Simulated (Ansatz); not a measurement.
# What settings do to one calculation: antifluorite alloy of Li2S and Na2S (6 of 16 Li sites exchanged), 24 atoms with displaced atoms

Ansatz (PAW, plane waves), atoms fixed. The base input:

```yaml
crystal:
  lattice:
    - [11.954623, 0.000000, 0.000000]
    - [0.000000, 5.977311, 0.000000]
    - [0.000000, 0.000000, 5.977311]
  atoms:
    - { symbol: Na, position: [0.376558, 0.250306, 0.247865] }
    - { symbol: Na, position: [0.123701, 0.746391, 0.250874] }
    - { symbol: Na, position: [0.625044, 0.745427, 0.245611] }
    - { symbol: Na, position: [0.127174, 0.246169, 0.240377] }
    - { symbol: Na, position: [0.626103, 0.251869, 0.247978] }
    - { symbol: Na, position: [0.377328, 0.748488, 0.245589] }
    - { symbol: Li, position: [0.875687, 0.248074, 0.249600] }
    - { symbol: Li, position: [0.126082, 0.253884, 0.748079] }
    - { symbol: Li, position: [0.624824, 0.259177, 0.753678] }
    - { symbol: Li, position: [0.376193, 0.747943, 0.753596] }
    - { symbol: Li, position: [0.876583, 0.751952, 0.756461] }
    - { symbol: Li, position: [0.877111, 0.749354, 0.249274] }
    - { symbol: Li, position: [0.376289, 0.245429, 0.750878] }
    - { symbol: Li, position: [0.872989, 0.242186, 0.747871] }
    - { symbol: Li, position: [0.123707, 0.748771, 0.747183] }
    - { symbol: Li, position: [0.624202, 0.754790, 0.750407] }
    - { symbol: S, position: [0.999919, 0.995243, 0.998330] }
    - { symbol: S, position: [0.498372, 0.004250, 0.000433] }
    - { symbol: S, position: [0.251106, 0.501923, 0.004421] }
    - { symbol: S, position: [0.744309, 0.496669, 0.006104] }
    - { symbol: S, position: [0.252647, 0.992512, 0.502844] }
    - { symbol: S, position: [0.748713, 0.001017, 0.506759] }
    - { symbol: S, position: [0.000630, 0.499771, 0.501756] }
    - { symbol: S, position: [0.502396, 0.503753, 0.501375] }
kpoints:
  mp_grid: { grid: [2, 2, 2], shift: [0.5, 0.5, 0.5] }
hamiltonian:
  xc: pbesol
scf:
  occupations: { method: fermi_dirac, width: 0.01 }
output:
  forces: true
  eigenvalues: true
  stress: true
  populations: true
```

Command:

```sh
ansatz run in.yaml --threads 8 --pin off --max-ram 13300MiB --runs-dir r --events-out ev --progress --plain
```

It converged in 7 iterations and 1.5 s of wall time on 8 threads of an EPYC 9R45 processor, on a host shared with other runs; peak host memory 1 GiB; largest force component 1.77 eV/Å, pressure 1.59 GPa. The cutoff was the default, 420 eV. The base isn't a converged reference: it has few k points, and its atoms are unrelaxed. Each run below changes the keys shown and caps the iterations.

```
run                                                                                                  changed         ending  iterations  free energy less the base (meV per atom)  rms change of forces (eV/Å)  change of pressure (GPa)  wall time (s, shared host)
  1                                                                max_iter 4, occupations methfessel_paxton  not converged           –                                         –                            –                         –                           –
  2                                dispersion d4, xc_grid 3 (2 is the default), max_iter 80, total_charge -2      converged          15                                other zero                        0.070                     -2.30                     2.3 CPU
  3                                                n_extra_bands 60, max_iter 70, k points the Γ point alone      converged           8                                      70.7                        0.024                      0.64                     0.5 CPU
  4                xc_grid 2 (2 is the default), occupations methfessel_paxton, max_iter 80, total_charge -2      converged          13                                other zero                        0.070                     -1.69                     1.5 CPU
  5                                                          dr2_threshold 1e-09, max_iter 2, total_charge 1  not converged           –                                         –                            –                         –                           –
  6                             n_extra_bands 60, xc_grid 2 (2 is the default), mixing beta 0.4, max_iter 90      converged           7                                       0.0                        0.000                      0.00                     1.5 CPU
  7  dr2_threshold 0.0001, occupations gaussian, accuracy low (cutoff and grids as in the base), max_iter 80      converged           6                                       0.0                        0.000                      0.00                     1.2 CPU
  8                                                                            dispersion rvv10, max_iter 80        refused           –                                         –                            –                         –                           –
```

«Other zero»: another functional, charge or dispersion term moves the zero of energy, so the difference says nothing of accuracy.

Q: Which changes leave the result alone, and which of the same physical model moves the forces most?

A: The forces move by under 0.002 eV/Å in runs 6, 7. Run 3 (n_extra_bands 60, max_iter 70, k points the Γ point alone) moves them most among the runs with the same functional, charge and dispersion term, by 0.024 eV/Å.

Q: Why did some runs give no result?

A: - run 1: did not converge after 4 iterations: dr2 = 8.68e-5 (threshold 1.00e-7), under the density mixer `msr1`, which `scf.mixing.algorithm: auto` chose by the deck's other keys (type `scf.mixing.algorithm: msr1` to keep it);
- run 5: did not converge after 2 iterations: dr2 = 4.91e-1 (threshold 1.00e-9), under the density mixer `msr1`, which `scf.mixing.algorithm: auto` chose by the deck's other keys (type `scf.mixing.algorithm: msr1` to keep it);
- run 8: inconsistent input (hamiltonian.dispersion, hamiltonian.xc): `dispersion: rvv10` has no transferable b for PBE exchange — Sabatini et al. (2013) fitted b=6.3 to rPW86, and the PBE refits of Peng & Perdew (2017) are task-dependent (b=6.6 S22 / b=10.0 layered). …
